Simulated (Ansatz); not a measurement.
Mo₂C:
```yaml
crystal:
  lattice:
    - [4.72384, 0.00000, 0.00000]
    - [0.00000, 6.04861, 0.00000]
    - [0.00000, 0.00000, 5.21107]
  atoms:
    - { symbol: Mo, position: [0.24480, 0.87850, 0.07961] }
    - { symbol: Mo, position: [0.75520, 0.12150, 0.92039] }
    - { symbol: Mo, position: [0.25520, 0.62150, 0.57961] }
    - { symbol: Mo, position: [0.74480, 0.37850, 0.42039] }
    - { symbol: Mo, position: [0.74480, 0.62150, 0.92039] }
    - { symbol: Mo, position: [0.25520, 0.37850, 0.07961] }
    - { symbol: Mo, position: [0.75520, 0.87850, 0.42039] }
    - { symbol: Mo, position: [0.24480, 0.12150, 0.57961] }
    - { symbol: C, position: [0.50000, 0.87746, 0.75000] }
    - { symbol: C, position: [0.50000, 0.12254, 0.25000] }
    - { symbol: C, position: [0.00000, 0.62254, 0.25000] }
    - { symbol: C, position: [0.00000, 0.37746, 0.75000] }
```

Relaxed with r²SCAN. Special points in fractions of this cell's reciprocal vectors: Γ (0.000, 0.000, 0.000); X (0.500, 0.000, 0.000); S (0.500, 0.500, 0.000); Y (0.000, 0.500, 0.000); Z (0.000, 0.000, 0.500); U (0.500, 0.000, 0.500); R (0.500, 0.500, 0.500); T (0.000, 0.500, 0.500).

**Question.** List the band energies nearest the Fermi level at these points for the program Ansatz at the r²SCAN level (PAW).

**Answer.** In eV from the Fermi level; about four levels below and three above (degenerate sets whole), none deeper than 8.9 eV; points with the same levels are listed once.

```json
[
 {"k": "Γ", "below": "-1.12 -0.83 -0.70 -0.68", "above": "0.57 0.90 0.96"},
 {"k": "X", "below": "-1.06 -1.06 -0.93 -0.93", "above": "0.99 0.99 1.04 1.04"},
 {"k": "S", "below": "-1.24 -1.24 -0.80 -0.80", "above": "0.30 0.30 0.53 0.53"},
 {"k": "Y", "below": "-0.70 -0.70 -0.44 -0.44", "above": "0.18 0.18 0.74 0.74"},
 {"k": "Z", "below": "-1.68 -1.68 -0.47 -0.47", "above": "0.10 0.10 0.36 0.36"},
 {"k": "U", "below": "-0.65 -0.65 -0.65 -0.65", "above": "0.78 0.78 0.78 0.78"},
 {"k": "R", "below": "-0.73 -0.73 -0.73 -0.73", "above": "1.79 1.79 1.79 1.79"},
 {"k": "T", "below": "-2.13 -2.13 -2.13 -2.13", "above": "0.11 0.11 0.11 0.11"}
]
```

Space group Pbcn. The first step of the workflow began from a Materials Project structure, measured or hypothetical; the Crystallography Open Database files this formula in space group No. 60, but the cells were not matched. Whether it is the stable phase at ambient conditions was not checked. Symmetry was held in the r²SCAN relaxation; its stability against distortions is not shown here. No spin polarisation was allowed. Scalar-relativistic: spin–orbit coupling is off unless named, which matters more the heavier the elements.

Potentials: the earlier of the program's two PAW sets.
